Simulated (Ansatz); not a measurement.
PbSe (rock salt, space group No. 225), PBE in the plane-wave PAW code Ansatz. The conduction-band minimum lies at L, with 4 equivalent valleys. Second derivatives d²E/dk² of the lowest band at one valley (eV·Å²), along Cartesian directions:

```
direction  d²E/dk²
---------  -------
[100]        58.17
[010]        58.17
[001]        58.17
[110]        54.64
[101]        61.88
[011]        61.88
```

Find the principal effective masses, the density-of-states mass and the conductivity mass.

Off-diagonal terms follow from H_xy = H[110] − (H_xx + H_yy)/2, and m*/mₑ = 7.620 eV·Å² over each eigenvalue: 0.12, 0.12, 0.15. One valley's DOS mass (m₁m₂m₃)^(1/3) = 0.13, conductivity mass 3/(Σ 1/mᵢ) = 0.13 mₑ.

What effective density of states Nc follows at 300 K for parabolic valleys?

Nc = 2.509e19 × 4 × (0.13)^(3/2) ≈ 4.7e18 cm⁻³.

Space group Fm-3m (rock salt). Symmetry was held in the PBE relaxation; of distortions, only those at the zone centre were tested. Spin–orbit coupling is left out wherever it is not named.

Potentials: the later of the program's two PAW sets.

Edges and masses are those of Kohn–Sham bands, whose gap is no quasiparticle gap.
